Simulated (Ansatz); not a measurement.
## A plane-wave run on HfAl$_{2}$B$_{2}$O$_{7}$

input.yaml (Ansatz 0.2.0)

```yaml
crystal:
  lattice:
    - [2.401408, 4.159355, 0.0]
    - [-2.401408, 4.159355, 0.0]
    - [0.0, -2.7729, 7.814161]
  atoms:
    - { symbol: O, position: [0.5, 0.4999, 0.4999] }
    - { symbol: O, position: [0.3205, 0.9572, 0.7927] }
    - { symbol: O, position: [0.515, 0.3205, 0.7927] }
    - { symbol: O, position: [0.9572, 0.515, 0.7927] }
    - { symbol: O, position: [0.485, 0.0428, 0.2073] }
    - { symbol: O, position: [0.0428, 0.6795, 0.2073] }
    - { symbol: O, position: [0.6795, 0.485, 0.2073] }
    - { symbol: Hf, position: [0.0, 0.0, 0.0] }
    - { symbol: Al, position: [0.5704, 0.5703, 0.7111] }
    - { symbol: Al, position: [0.4296, 0.4297, 0.2889] }
    - { symbol: B, position: [0.7353, 0.7352, 0.2058] }
    - { symbol: B, position: [0.2647, 0.2648, 0.7942] }
  symmetry: { tolerance: 0.0003 }
kpoints:
  mp_grid: { grid: [6, 6, 6], shift: [0, 0, 0] }
  band_path:
    path:
      - [0.0, 0.0, 0.0]
      - [0.0, 0.0, 0.5]
      - [0.31234631, -0.31234631, 0.5]
      - [0.31234635, -0.37530786, 0.18765381]
      - [0.49999991, -3.4e-07, 3.4e-07]
      - [0.0, 0.0, 0.0]
      - [0.3438271, -0.3438271, 0.0]
      - [0.31234633, -0.34382708, 0.34382691]
      - [3.4e-07, -0.49999991, 0.49999966]
      - [0.0, 0.0, 0.0]
    npoints: 6
magnetization:
  spin_polarized: false
scf:
  occupations: { method: gaussian, width: 0.0294 }
  lower_state_search: "off"
  max_iter: 200
hamiltonian:
  pseudopotentials: { kind: paw }
  xc: r2scan
total_charge: 2
basis:
  ecutwfc: 500
  fft_grid_basis: typed
output:
  forces: true
  stress: true
  eigenvalues: true
  bader: true
  populations: true
  elf: true
  write_potential: true
  volumetric_format: npy
  dos:
    e_range: [-12, 8]
    de: 0.05
    projected: { site_lists: { Al: [Al], B: [B], Hf: [Hf], O: [O] } }
checkpoint:
  read: saved_state
```

The saved state is an earlier solution for the same cell, perhaps on another mesh. 

Output (shortened):

```
Free energy (F): -21132.8709 eV
Harris-Foulkes:  -21132.8709 eV  (|F-HF|=3.27e-8)
Internal energy: -21132.8709 eV  (E = F + TS)
E sigma→0 (E₀):  -21132.8709 eV
Fermi energy:    5.8132 eV
--- Per-component energies (eV) ---
  E_band       = -655.6573
  E_kinetic    = 1778.4424
  E_local      = -12066.1284  (includes V_loc(G=0)·N_el)
  E_nonlocal   = -876.4467
  E_hartree    = 5214.2369
  E_xc         = -911.9526
  E_vxc        = -1149.9334  (∫ρ·V_xc dr)
  E_paw        = -9176.2925  (= ΣΔE_a)
  E_vpaw       = 1160.3471  (= ΣTr[D̂ρ^β])
  E_aug_tail   = 0.0073  (compensation charges beyond the density's cutoff)
  E_vtau       = 69.5787  (kinetic-family band-sum trace: ∫τ·v_τ [+ j·A + Jᵃ·Aᵃ] dr)
  E_ewald      = -5094.6780
  E_core_change = -0.0592  (= ΣΔE_core)
  E_smearing   =  0.0000  (= −TS)
  E_deformation_potential = 26.5602  (in the stress; not in F)
--- Stress (GPa, compression-positive) ---
        9.9145       0.0000       0.0000
        0.0000       9.9145       0.0000
        0.0000       0.0000      -5.5145
  P = ⅓ Tr σ = 4.7715 GPa (47.715 kbar)
--- Löwdin populations: 12 sites ---
  site symbol       q [e]
     0      O      6.8433
     1      O      6.5617
     2      O      6.5617
     3      O      6.5617
     4      O      6.5617
     5      O      6.5617
     6      O      6.5617
     7     Hf     23.8126
     8     Al      1.4834
     9     Al      1.4834
    10      B      2.2715
    11      B      2.2715
  spilling = 0.0060 (of n_electrons = 78.0000)
```

Origin: a known structure type with other elements, at an estimated volume, so it need not be a known compound. Caveats: atoms or cell far from equilibrium; charged cell with a uniform background.
